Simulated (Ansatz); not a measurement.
## Is this ScB₂P₃ structure a true minimum?

The structure comes from a proposed guess, relaxed at this level; another structure or a mixture of phases may lie lower.

Level of theory: DFT PBE, scalar-relativistic, plane waves, PAW (Ansatz 0.2.0). Cutoff 420 eV; k points 6×6×6 on the computed 12-atom cell (Γ-centred); Gaussian smearing, width 0.10 eV; no spin polarisation.

The cell below (12 atoms, space group Cmc2_1 (No. 36)) is relaxed within its symmetry.

```xyz
12
Lattice="5.4258 -3.1000 0.0000 5.4258 3.1000 0.0000 0.0000 0.0000 5.3521" Properties=species:S:1:pos:R:3 pbc="T T T"
Sc    5.4258    1.9541    4.8255
Sc    5.4258   -1.9541    2.1495
B     7.3251    0.9934    2.8947
B     3.5265    0.9934    2.8947
B     7.3251   -0.9934    0.2186
B     3.5265   -0.9934    0.2186
P     5.4258   -1.6128    4.9230
P     7.6711    0.7980    4.8353
P     3.1805    0.7980    4.8353
P     5.4258    1.6128    2.2470
P     7.6711   -0.7980    2.1592
P     3.1805   -0.7980    2.1592
```

For the test it was strained at random (σ = 1.5 % a component), the atoms were moved at random (σ = 0.15 Å), and all was relaxed again on a coarse 4×4×4 mesh (in the run’s order of axes) with 0.20 eV smearing, with no symmetry imposed.

Task: Is the structure stable against such a distortion?

Result: It returns, within 1 meV/atom of the unmoved cell on that mesh and with the same symmetry when read at 0.1 Å. No instability shows in this cell; modes of other wave vectors, which need another repeat, aren't tested.
